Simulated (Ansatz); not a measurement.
## AlOs in the NiAs-type structure

Method: PBEsol, scalar-relativistic; no spin polarisation; PAW, 420 eV, Γ-centred 10×10×6 mesh, 0.05 eV Gaussian smearing; code Ansatz. The datasets are Ansatz's generated set soft_2.

```
CELL_PARAMETERS angstrom
3.96724 0.00000 0.00000
-1.98362 3.43573 0.00000
0.00000 0.00000 4.93158
ATOMIC_POSITIONS crystal
Os 0.00000 0.00000 0.00000
Os 0.00000 0.00000 0.50000
Al 0.33333 0.66667 0.25000
Al 0.66667 0.33333 0.75000
```

The cell came from substitution into a structure type; whether the compound takes it is for experiment to say.

The cell is relaxed to zero pressure at this level.

The cell has space group P6_3/mmc (read at 0.01 Å). In it the stress is 0.07, 0.07, 0.05, 0.00, 0.00, 0.00 GPa and the largest force component 0.000 eV/Å. Each change below starts from this cell, without further relaxation. Stress is in GPa, positive in compression, in the order xx, yy, zz, yz, xz, xy; energies are counted from the cell above and are free energies with the smearing's entropy, which match forces and stress in a metal.

Q: One atom was moved along a Cartesian axis, and these forces appeared. Which atom, and about how far?
```tsv
atom	Fx (eV/Å)	Fy	Fz
Os1	0.189	0.014	-0.013
Os2	0.189	0.014	0.013
Al3	-0.431	-0.027	0.000
Al4	0.053	-0.001	0.000
```

A: Atom 3 (Al) is moved by 0.05 Å along x; the energy changes by 10.7 meV per cell.

Q: What stress follows from an engineering strain of 1 % in xz, atoms carried along?

A: 0.09, 0.07, 0.08, 0.00, -0.69, 0.00 GPa; the energy changes by 1.4 meV per cell.
The change of the stress over the strain gives a clamped-atom stiffness of about 69 GPa for this component.
In a harmonic crystal the energy would rise by V(½Cε² − σ₀ε), with σ₀ the stress of the unstrained cell, = 1.4 meV, which matches.

These numbers lack spin–orbit coupling.
